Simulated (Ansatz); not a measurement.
Data:

Ta3Sb:
```cif
data_Sb2Ta6
_chemical_formula_sum 'Ta6 Sb2'
_space_group_name_H-M_alt 'Pm-3n'
_space_group_IT_number 223
_space_group_name_Hall '-P 4n 2 3'
_cell_length_a 5.23906
_cell_length_b 5.23906
_cell_length_c 5.23906
_cell_angle_alpha 90.000
_cell_angle_beta 90.000
_cell_angle_gamma 90.000
loop_
_atom_site_label
_atom_site_type_symbol
_atom_site_symmetry_multiplicity
_atom_site_Wyckoff_symbol
_atom_site_fract_x
_atom_site_fract_y
_atom_site_fract_z
_atom_site_occupancy
Ta1 Ta 6 c 0.00000 0.50000 0.25000 1
Sb1 Sb 2 a 0.00000 0.00000 0.00000 1
```

This is the PBEsol-relaxed structure.

All from PBEsol (plane waves, PAW; program Ansatz), unless another level is named. Estimate the electronic character.

metallic (no gap).

Next, the formation energy from the elements (no fitted shifts)?

-0.15 eV/atom.

Predict the density of states at the Fermi level.

0.26 states/eV per atom (mean over ±0.08 eV).

The workflow started from a Materials Project entry (that database holds measured and hypothetical structures alike); the Crystallography Open Database files this formula in space group No. 223, but the cells were not matched. Whether it is the stable phase at ambient conditions was not checked. The PBEsol relaxation kept the symmetry of its start; of distortions, only those at the zone centre were tested. No spin polarisation was allowed. The references are the lowest solids computed at this level, not always the standard phases. Spin–orbit coupling is left out wherever it is not named.

Potentials: the later of the program's two PAW sets.
